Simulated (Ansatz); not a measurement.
# Relaxing a structure of Hf3N4

The start is a generated cell, Hf3N4 built in the spinel structure type. Cell shape, volume and atoms are optimised at zero target pressure with PBEsol (plane waves to 420 eV, PAW, scalar-relativistic; Ansatz, a quantum-chemistry and plane-wave program). The first steps use a coarse 4×4×4 k-mesh.

Initial structure:
```
CELL_PARAMETERS angstrom
      0.00000     4.45760     4.45760
      4.45760     0.00000     4.45760
      4.45760     4.45760     0.00000
ATOMIC_POSITIONS crystal
  Hf 0.62500 0.62500 0.62500
  Hf 0.12500 0.62500 0.62500
  Hf 0.62500 0.12500 0.62500
  Hf 0.62500 0.62500 0.12500
  Hf 0.25000 0.25000 0.25000
  Hf 0.00000 0.00000 0.00000
  N  0.86260 0.86260 0.86260
  N  0.41220 0.86260 0.86260
  N  0.86260 0.41220 0.86260
  N  0.86260 0.86260 0.41220
  N  0.38740 0.38740 0.38740
  N  0.83780 0.38740 0.38740
  N  0.38740 0.83780 0.38740
  N  0.38740 0.38740 0.83780
```

Q: Which atoms feel the largest initial force, and how large is it?

A: 2.50 eV/Å, on N7, N8, N9, N10, N11, N12, N13, N14 (atoms numbered as listed).

Q: By how much does the energy per atom fall from start to end?

A: 0.06 eV/atom.

Q: How does the volume per atom move from start to end?

A: +3.0 %, from 12.65 to 13.04 Å³/atom.

Q: How do the shortest distances between atoms change?

A: The closest pairs of elements (up to four, under 3.6 Å), start → end: Hf–N 2.12 → 2.07 Å; N–N 2.84 → 2.99 Å; Hf–Hf 3.15 → 3.18 Å.

Q: Is the relaxed structure metallic? Give its gap.

A: 0.78 eV, indirect (valence top at X, conduction bottom at Γ) (no spin-orbit coupling).

Q: Write out the relaxed structure.

A: 
```cif
data_Hf24N32
_chemical_formula_sum 'Hf24 N32'
_space_group_name_H-M_alt 'Fd-3m :1'
_space_group_IT_number 227
_space_group_name_Hall 'F 4d 2 3 -1d'
_cell_length_a 9.00452
_cell_length_b 9.00452
_cell_length_c 9.00452
_cell_angle_alpha 90.000
_cell_angle_beta 90.000
_cell_angle_gamma 90.000
loop_
_atom_site_label
_atom_site_type_symbol
_atom_site_symmetry_multiplicity
_atom_site_Wyckoff_symbol
_atom_site_fract_x
_atom_site_fract_y
_atom_site_fract_z
_atom_site_occupancy
Hf1 Hf 16 c 0.12500 0.12500 0.12500 1
Hf2 Hf 8 b 0.50000 0.50000 0.50000 1
N1 N 32 e 0.36726 0.36726 0.36726 1
```
(The calculation used a cell of 14 atoms; values per cell refer to that cell.)

The space group stays Fd-3m (No. 227) (the run could not lower it), with 14 atoms in the primitive cell. Final values are on a 5×5×5 k-mesh of the relaxed cell. No spin polarisation in the result.

The run could not lose the symmetry of its start.

The first start was generated by placing the elements on the sites of a structure type. Materials Project lists a structure of Hf3N4 in the same space group, Fd-3m (No. 227); the sites were not compared with it, nor with measured phases.
